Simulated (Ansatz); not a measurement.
MnSi (FeSi type, space group P2_13)

```xyz
8
Lattice="4.5182 0.0000 0.0000 0.0000 4.5182 0.0000 0.0000 0.0000 4.5182" Properties=species:S:1:pos:R:3 pbc="T T T"
Mn     0.6164     0.6164     0.6164
Mn     2.8755     1.6427     3.9018
Mn     3.9018     2.8755     1.6427
Mn     1.6427     3.9018     2.8755
Si     3.8187     3.8187     3.8187
Si     1.5596     2.9587     0.6996
Si     0.6996     1.5596     2.9587
Si     2.9587     0.6996     1.5596
```

This relaxed cell (volume V₀) is scaled evenly in all directions, its shape held. The atoms relax within the cell's symmetry.

The numbers are results of PBE (plane waves to 420 eV, PAW, scalar-relativistic; Ansatz, a program for electronic structure), not measurements. k mesh 10×10×10 (Γ-centred), Fermi-Dirac smearing 0.05 eV. Energies are smeared free energies. Compression counts positive. MnSi was relaxed with its symmetry unable to fall. Relaxed MnSi ends ferromagnetic. The PAW data are Ansatz's earlier set. Other magnetic orders were not checked, so this need not be the ground state. The zero of ΔE is the relaxed starting cell. The last digit holds for this mesh only.

| V (Å³/atom) | ΔE (meV/atom) |
|---|---|
| 10.838 | 29.6 |
| 11.011 | 16.2 |
| 11.184 | 7.0 |
| 11.357 | 1.7 |
| 11.530 | 0.0 |
| 11.703 | 1.6 |
| 11.875 | 6.3 |
| 12.048 | 13.9 |
| 12.221 | withheld |

Q: Fit a third-order Birch-Murnaghan form (E₀, V₀, B₀, B₀′ free) to the given rows and predict ΔE at V = 12.221.

A: Least squares on the 8 given rows: ΔE = E₀ + (9V₀B₀/16)·y²·[2 + (B₀′ − 4)y], y = (V₀/V)^(2/3) − 1, with V₀ = 11.530 Å³/atom, B₀ = 206.1 GPa (160.2 GPa = 1 eV/Å³; the term in eV is multiplied by 1000), B₀′ = 4.01, E₀ = -0.02 meV/atom; root-mean-square residual 0.01 meV/atom. At 12.221 the fit gives 24.1 meV/atom; the calculation gives 24.1 meV/atom, the same to the digits shown. For the pressure the fit gives -10.7 GPa against the computed -10.6 GPa.

(Under strain, the slope of the energy per volume gives the stress and its curvature an elastic modulus.)
